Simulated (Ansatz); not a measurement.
Level: r2SCAN, no spin polarisation; 500 eV; 6×3×8 Γ-centred mesh; fermi-dirac occupations (width 0.0106 eV); Ansatz 0.2.0, fixed geometry.

Computed maps in the lattice plane spanned by a (left to right, 5.60 Å, 17 points from zero) and b (bottom to top, 10.76 Å, 26 points from zero), 90° apart, at height 0.500 along c. The fields are smooth PAW ones with compensation charges, not the true ones near nuclei.

Valence density. Digits on a logarithmic scale: 0 up to 0.03 e/Å³, each further digit a factor of 1.6, 9 from 1.3 e/Å³ up:
```
56899765556775544
68999986699999545
69999997799999755
68999986799999744
56899865589998544
45666554456765444
45665544445666544
69999644457998755
99999954579999976
99999954589999976
79999754579999976
56776554557898655
44556655555566554
55568987554556776
76799999754579999
96799999854599999
96799999754599999
65578997544469999
44456665444455665
44445676544556665
54458999855689986
64479999976899998
65579999977999999
65459999966899998
54455776555679986
45566555445556655
```

ELF. Ten even steps from '0' (0.08) to '9' (0.85):
```
21243223100210233
13655533038984012
15523542289998202
13655542189998202
22344332038972002
22222232001100022
00110012222222331
16885002212444331
49999501225555531
59999602136324531
16997102225556431
00111134312343232
11222222332222221
02323432134311110
11346555222017996
51354236312069999
41355555221059999
11334442122005886
01332222222100110
22200011002322222
22002798302334432
12028999812455563
12028999822453255
12104898303355563
23320120013223421
33222222112222223
```

**Question.** The cell is Hf3Pd5. Which atoms lie within 0.2 Å of this plane, and where (fractions of a and b)?

**Answer.** Pd at (0.30, 0.38), Pd at (0.70, 0.62), Pd at (0.80, 0.12), Pd at (0.20, 0.88), Hf at (0.35, 0.13), Hf at (0.65, 0.87), Hf at (0.85, 0.37), Hf at (0.15, 0.63). The whole cell:
```
CELL_PARAMETERS angstrom
5.59673 0.00000 0.00000
0.00000 10.76216 0.00000
0.00000 0.00000 4.26274
ATOMIC_POSITIONS crystal
Pd 0.30300 0.38300 0.50000
Pd 0.69700 0.61700 0.50000
Pd 0.80300 0.11700 0.50000
Pd 0.19700 0.88300 0.50000
Hf 0.00000 0.00000 0.00000
Hf 0.50000 0.50000 0.00000
Hf 0.35300 0.13200 0.50000
Hf 0.64700 0.86800 0.50000
Hf 0.85300 0.36800 0.50000
Hf 0.14700 0.63200 0.50000
Pd 0.00000 0.50000 0.00000
Pd 0.50000 0.00000 0.00000
Pd 0.11900 0.22900 0.00000
Pd 0.88100 0.77100 0.00000
Pd 0.61900 0.27100 0.00000
Pd 0.38100 0.72900 0.00000
```

Origin: a known structure type with other elements, at an estimated volume, so it need not be a known compound. Caveats: atoms or cell far from equilibrium.
